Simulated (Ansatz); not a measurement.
Starting cell, Sb (space group R-3m):

```xyz
4
Lattice="4.2935 2.4788 7.3055 0.0000 2.4788 7.3055 2.1467 -1.2394 7.3055" Properties=species:S:1:pos:R:3 pbc="T T T"
Sb     4.2935     2.4788    10.1975
Sb     2.1467     1.2394     6.5447
Sb     4.2935     2.4788    15.3719
Sb     2.1467     1.2394    11.7192
```

The atoms are displaced by Q × the pattern below (from a DFPT mode at T = (0.5, 0.5, 0.5), largest move 1; Q in Å), at fixed cell. It is one choice among 2 degenerate patterns. (q is in reciprocal vectors of the primitive cell; the cell shown is doubled to hold the pattern.)

```json
[
 {"atom": "Sb1", "x": "0.000", "y": "-1.000", "z": "0.000"},
 {"atom": "Sb2", "x": "0.000", "y": "1.000", "z": "0.000"},
 {"atom": "Sb3", "x": "0.000", "y": "-1.000", "z": "0.000"},
 {"atom": "Sb4", "x": "0.000", "y": "1.000", "z": "0.000"}
]
```

Level of theory: LDA (plane waves to 420 eV, PAW, scalar-relativistic; Ansatz, a quantum-chemistry and plane-wave program). k mesh 13×13×13 (Γ-centred), Fermi-Dirac smearing 0.05 eV. Energies are smeared free energies. With partly filled bands, energies and forces of such displacements shift with the k mesh and the smearing. Sb was relaxed with its symmetry unable to fall. Spin-orbit coupling is left out, though Sb is heavy. The zero of ΔE is the undisplaced structure. The last digit holds for this mesh only.

```csv
Q (Å),ΔE (meV/cell)
-0.1000,192.9
-0.0833,134.2
-0.0667,withheld
-0.0500,48.4
-0.0333,21.5
-0.0167,5.4
0.0000,0.0
0.0167,5.4
0.0333,21.5
0.0500,48.4
0.0667,withheld
0.0833,134.2
0.1000,192.9
```

### Question
Fit an even polynomial form (powers 2, 4) to the given rows and predict ΔE at Q = -0.0667.

### Answer
Least squares on the 11 given rows: ΔE = (19420)·Q² + (-12410)·Q⁴, in meV/cell with Q in Å; root-mean-square residual 0.05 meV/cell. At -0.0667 the fit gives 86.2 meV/cell; the calculation gives 86.0 meV/cell, so the interpolation is off by 0.2 (+0.2 %). The quadratic term alone would give 86.4 meV/cell.

(For displaced atoms, the force is minus the slope of the energy, and its curvature is a force constant, which sets phonon frequencies.)
